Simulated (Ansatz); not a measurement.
Starting cell, Ti (hcp, Mg type):

```
CELL_PARAMETERS angstrom
      5.87183     0.00000     0.00000
     -1.46796     2.54258     0.00000
      2.93591     0.00000     4.63642
ATOMIC_POSITIONS crystal
  Ti 0.79167 0.66667 0.75000
  Ti 0.29167 0.66667 0.75000
  Ti 0.20833 0.33333 0.25000
  Ti 0.70833 0.33333 0.25000
```

The atoms are displaced by Q × the pattern below (from a DFPT mode at L = (0.5, 0.0, 0.5), largest move 1; Q in Å), at fixed cell. It is one choice among 2 degenerate patterns. (q is in reciprocal vectors of the primitive cell; the cell shown is doubled to hold the pattern.)

```
atom       x       y       z
----  ------  ------  ------
Ti1   -0.866  -0.500   0.000
Ti2    0.866   0.500   0.000
Ti3    0.000   0.000  -0.953
Ti4    0.000   0.000   0.953
```

The numbers are results of r2SCAN (plane waves to 500 eV, PAW, scalar-relativistic; Ansatz, a program for electronic structure), not measurements. k mesh 18×18×18 (Γ-centred), Fermi-Dirac smearing 0.05 eV. E stands for the smeared free energy. With partly filled bands, energies and forces of such displacements shift with the k mesh and the smearing. Ti is run without spin polarisation. Ti was relaxed with its symmetry unable to fall. The zero of ΔE is the undisplaced structure. The last digit holds for this mesh only.

```
Q (Å)    ΔE (meV/cell)
-------  -------------
-0.1000          266.8
-0.0833          187.7
-0.0667          121.5
-0.0500           68.9
-0.0333       withheld
-0.0167            7.8
0.0000             0.0
0.0167             7.8
0.0333        withheld
0.0500            68.9
0.0667           121.5
0.0833           187.7
0.1000           266.8
```

**Question.** Fit an even polynomial form (powers 2, 4) to the given rows and predict ΔE at Q = -0.0333.

**Answer.** Least squares on the 11 given rows: ΔE = (27850)·Q² + (-116400)·Q⁴, in meV/cell with Q in Å; root-mean-square residual 0.06 meV/cell. At -0.0333 the fit gives 30.7 meV/cell; the calculation gives 30.8 meV/cell, so the interpolation is off by -0.1 (-0.3 %). The quadratic term alone would give 30.9 meV/cell.

(For displaced atoms, the force is minus the slope of the energy, and its curvature is a force constant, which sets phonon frequencies.)
